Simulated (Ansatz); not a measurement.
# Levels of theory for B4As3N (ordering on zincblende)

All numbers come from the PAW code Ansatz. The cell comes from a prototype generator: it can be a known phase or a hypothetical one. No magnetic order is allowed.

An ordered 8-atom cell of B4As3N on the zincblende lattice (P-43m), relaxed with r2SCAN. Space group P-43m (No. 215), cubic; conventional cell a = 4.515 Å, 11.51 Å³ an atom. Around N lie 4 B at 1.73 Å; around B lie 1 N at 1.73 Å and 3 As at 2.04 Å; around As lie 4 B at 2.04 Å.

```
N B As
1.0
     4.51548    0.00000    0.00000
     0.00000    4.51548    0.00000
     0.00000    0.00000    4.51548
N B As
1 4 3
Direct
  0.00000 0.00000 0.00000
  0.77843 0.77843 0.77843
  0.22157 0.22157 0.77843
  0.22157 0.77843 0.22157
  0.77843 0.22157 0.22157
  0.50000 0.50000 0.00000
  0.50000 0.00000 0.50000
  0.00000 0.50000 0.50000
```

Relaxed lattice by functional, symmetry kept:
```tsv
functional	k mesh	a (Å)	volume (Å³/atom)
PBE	6×6×6	4.533	11.65
r2SCAN	6×6×6	4.515	11.51
```

Band edges at fixed r2SCAN geometry:
```json
{"level": "PBE", "k mesh": "6×6×6", "gap (eV)": "0.24", "kind": "indirect", "edges": "Γ → R", "least direct gap (eV)": "0.63", "rough cost": "19 core-seconds"}
{"level": "PBE+SOC", "k mesh": "6×6×6", "gap (eV)": "0.17", "kind": "indirect", "edges": "Γ → R", "least direct gap (eV)": "0.57", "rough cost": "60 core-seconds"}
{"level": "r2SCAN", "k mesh": "6×6×6", "gap (eV)": "0.30", "kind": "indirect", "edges": "Γ → R", "least direct gap (eV)": "0.81", "rough cost": "21 core-seconds"}
{"level": "HSE06", "k mesh": "4×4×4", "gap (eV)": "0.96", "kind": "indirect", "edges": "Γ → R", "least direct gap (eV)": "1.33", "rough cost": "2.7 core-minutes"}
{"level": "PBE0", "k mesh": "4×4×4", "gap (eV)": "1.65", "kind": "indirect", "edges": "Γ → R", "least direct gap (eV)": "2.02", "rough cost": "2.8 core-minutes"}
```
PBE, PBE+SOC: smearing of 0.02 eV; the others have fixed occupations.
Wave cutoffs: 420 eV, 500 eV (r2SCAN).
Costs come from shared machines and give only the order; PBE's includes the band path. The runs had 4 threads of Arm Neoverse V1 (shared host).

With HSE06 the valence top lies at Γ and the conduction bottom at R, 0.96 eV higher; the smallest vertical gap, at Γ, is 1.33 eV. Spin-orbit coupling changes the PBE gap by -0.064 eV, to 0.17 eV; at Γ the threefold valence level splits into a fourfold and a twofold level 0.20 eV apart, the fourfold one on top.

r2SCAN covers 9 % of the step from PBE to HSE06, while HSE06 needs about 8 times r2SCAN's rough cost (on a coarser mesh). Spin-orbit coupling moves the least or the direct gap by up to 0.06 eV, so it is at the margin where a tenth of an eV counts. Among these functionals the gap stays indirect.

r2SCAN (ground state on 6×6×6): The electronic dielectric tensor ε∞ is 8.89 in all directions. Born charges, averaged over directions: N -2.09, B +0.48, As +0.06 e.

Only the levels marked +SOC include spin-orbit coupling.

Small gaps with spin-orbit coupling can be splittings of inverted bands, not the fundamental gap; semilocal functionals often invert bands that the real crystal keeps in order.
